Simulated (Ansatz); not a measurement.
ZnCdSe2:
```cif
data_CdSe2Zn
_chemical_formula_sum 'Zn1 Cd1 Se2'
_space_group_name_H-M_alt 'P 1'
_space_group_IT_number 1
_cell_length_a 4.12113
_cell_length_b 4.12113
_cell_length_c 5.91038
_cell_angle_alpha 90.000
_cell_angle_beta 90.000
_cell_angle_gamma 90.000
loop_
_space_group_symop_operation_xyz
  'x, y, z'
loop_
_atom_site_label
_atom_site_type_symbol
_atom_site_fract_x
_atom_site_fract_y
_atom_site_fract_z
_atom_site_occupancy
Zn1 Zn 0.50000 0.50000 0.50000 1
Cd1 Cd 0.00000 0.00000 0.00000 1
Se1 Se 0.00000 0.50000 0.72673 1
Se2 Se 0.50000 0.00000 0.27327 1
```

Relaxed with PBEsol.

Problem. Give the optical modes at the zone centre with their infrared activity from DFPT, PBEsol in the plane-wave PAW code Ansatz.

Solution. Transverse frequencies, without the LO–TO term; a row sums one degenerate level.

```tsv
ω (cm⁻¹)	degeneracy	IR ((D/Å)²/amu)	activity	symmetry
52	2	0.02	IR	E
163	1	0.99	IR	B2
178	2	6.61	IR	E
183	1	0.00	IR-inactive	A1
195	1	4.04	IR	B2
202	2	3.96	IR	E
```

Problem. How high does the top mode go among those that the LO–TO term moves?

Solution. 225 cm⁻¹ for q along x, 225 cm⁻¹ for q along y, 225 cm⁻¹ for q along z.

Space group P-4m2. The first step of the workflow began from a Materials Project structure, measured or hypothetical; the Crystallography Open Database copy checked does not list it. Its standing as an ambient phase is unchecked. The cell was relaxed with PBEsol under the symmetry of its start; of distortions, only those at the zone centre were tested.

Potentials: the later of the program's two PAW sets.
